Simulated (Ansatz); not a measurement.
# Computed properties of CdSn₂O

CdSn2O:
```
CdSn2O
1.0
    1.93773     1.11875     7.28740
   -1.93773     1.11875     7.28740
    0.00000    -2.23750     7.28740
Cd O Sn
1 1 2
Direct
  0.97068   0.97068   0.97068
  0.86684   0.86684   0.86684
  0.52440   0.52440   0.52440
  0.38805   0.38805   0.38805
```

Space group R3m (No. 160); conventional cell a = b = 3.8755 Å, c = 21.8622 Å, α = β = 90.00°, γ = 120.00°.

Method: DFT-PBEsol in the program Ansatz with PAW potentials. The cell and atoms are relaxed at this level. Other levels are named where they apply.

### Cell and energy

```yaml
volume_per_atom: 23.70 Å³
density: 6.41 g/cm³
Formation energy from the elements (no fitted shifts): -0.29 eV/atom
```

### Electronic structure

```yaml
electronic_character: metallic (no gap)
Density of states at the Fermi level: 0.46 states/eV per atom (mean over ±0.08 eV)
```

The start of the workflow was typed in or built on a structure type; neither database checked (COD, Materials Project) lists it. Its standing as an ambient phase is unchecked. The cell was relaxed with PBEsol under the symmetry of its start; its stability against distortions is not shown here. The volume moved by 21 % from the start of the relaxation. The references are the lowest solids computed at this level, not always the standard phases (solids in place of the gases). Spin–orbit coupling is left out wherever it is not named.

Potentials: the earlier of the program's two PAW sets. The files were generated under PBE; for other functionals the program regenerates the frozen cores, and for LDA and PBEsol the local potential too.
